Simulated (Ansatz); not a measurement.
HfS2 (CdI2 type, P-3m1) at seven volumes, DFT-LDA in the program Ansatz with PAW potentials, shape and atoms relaxed at each. One row is withheld.

| V (Å³/atom) | P (GPa) |
|---|---|
| 18.876 | 5.01 |
| 19.498 | 2.86 |
| 20.121 | 1.22 |
| 20.743 | 0.00 |
| 21.365 | ? |
| 21.987 | -1.22 |
| 22.610 | -1.49 |

Fit the shown pressures and predict the withheld one.

P = (3/2)B₀(x^(7/2) − x^(5/2))[1 + (3/4)(B′ − 4)(x − 1)] with x = (V₀/V)^(2/3). Least squares on the six rows gives V₀ = 20.777 Å³/atom, B₀ = 31.1 GPa, B′ = 11.93. At V = 21.365, x = 0.9816 and P = -0.73 GPa. The run itself gave -0.81 GPa.

The cell was relaxed with LDA under the symmetry of its start; phonons on a q-mesh show no instability. No spin polarisation was allowed. A crystal of weakly bound layers computed without a dispersion correction: the cell and the soft elastic constants depend strongly on that. Spin–orbit coupling is left out wherever it is not named.

Potentials: the later of the program's two PAW sets.
